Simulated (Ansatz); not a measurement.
SrO:
```
SrO
1.0
    3.52128     0.00000     0.00000
   -1.76064     3.04952     0.00000
    0.00000     0.00000     6.15543
Sr O
2 2
Direct
  0.33333   0.66667   0.25000
  0.66667   0.33333   0.75000
  0.00000   0.00000   0.00000
  0.00000   0.00000   0.50000
```

PBEsol (plane waves, PAW; program Ansatz) gives a gap of 2.99 eV without spin–orbit coupling, maximum at Γ, minimum at M.

Problem. What happens when spin–orbit coupling is switched on?

Solution. The gap stays essentially unchanged, to 2.99 eV; maximum at Γ, minimum at M.

Problem. Give the electron effective mass with spin–orbit coupling.

Solution. 0.54, 0.54, 1.6 mₑ (principal values).

Problem. Give the hole effective mass with spin–orbit coupling.

Solution. 0.33, 2.1, 2.1 mₑ (principal values).

Space group P6_3/mmc (NiAs type). The first step of the workflow began from a Materials Project structure, measured or hypothetical; the Crystallography Open Database copy checked does not list it. It is not the phase usual at ambient conditions (space group No. 225). The cell was relaxed with PBEsol under the symmetry of its start; whether a distortion lowers the energy is not shown.

Potentials: the later of the program's two PAW sets.
